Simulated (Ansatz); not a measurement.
The cell below belongs to a search over invented structures; it isn't taken from experiment.

Input and command of a plane-wave DFT calculation in Ansatz:

```yaml
crystal:
  lattice:
    - [3.3615834926, 0.0, 0.0]
    - [-1.6807917463, 2.9112167016, 0.0]
    - [0.0, 0.0, 16.6986362144]
  atoms:
    - { symbol: Hf, position: [0.3333333333, 0.6666666667, 0.3390305968] }
    - { symbol: Hf, position: [0.3333333333, 0.6666666667, 0.6655128641] }
    - { symbol: Hf, position: [0.6666666667, 0.3333333333, 0.1655128641] }
    - { symbol: Hf, position: [0.6666666667, 0.3333333333, 0.8390305968] }
    - { symbol: Al, position: [0.3333333333, 0.6666666667, 0.0004334118] }
    - { symbol: Al, position: [0.6666666667, 0.3333333333, 0.5004334118] }
    - { symbol: "N", position: [0.3333333333, 0.6666666667, 0.1145127735] }
    - { symbol: "N", position: [0.3333333333, 0.6666666667, 0.4708501592] }
    - { symbol: "N", position: [0.3333333333, 0.6666666667, 0.7946601846] }
    - { symbol: "N", position: [0.6666666667, 0.3333333333, 0.2946601846] }
    - { symbol: "N", position: [0.6666666667, 0.3333333333, 0.6145127735] }
    - { symbol: "N", position: [0.6666666667, 0.3333333333, 0.9708501592] }
basis:
  ecutwfc: 420
kpoints:
  mp_grid: { grid: [12, 12, 4] }
hamiltonian:
  xc: pbe
scf:
  occupations: { method: gaussian, width: 0.1 }
output:
  forces: true
  stress: true
  eigenvalues: true
relax:
  adjacent_minimum: "off"
  f_tol: 0.01
  max_steps: 80
  cell: { stress_tol: 0.05 }
```

```bash
ansatz run input.yaml --threads 1 --pin off --max-ram 2560MiB --backend cpu --events-out ev --progress --plain --runs-dir out
```

Processor: AMD EPYC (Zen 3), 1 thread, on a host shared with other jobs.

**Question.** How long does it run, and how much memory does it take?

**Answer.** About 10 min, peak memory 0.83 GiB. It solves 84 bands at 57 k points (after reduction by symmetry) with about 3223 plane waves (on the last cell), in 41 SCF iterations over 5 ionic steps.
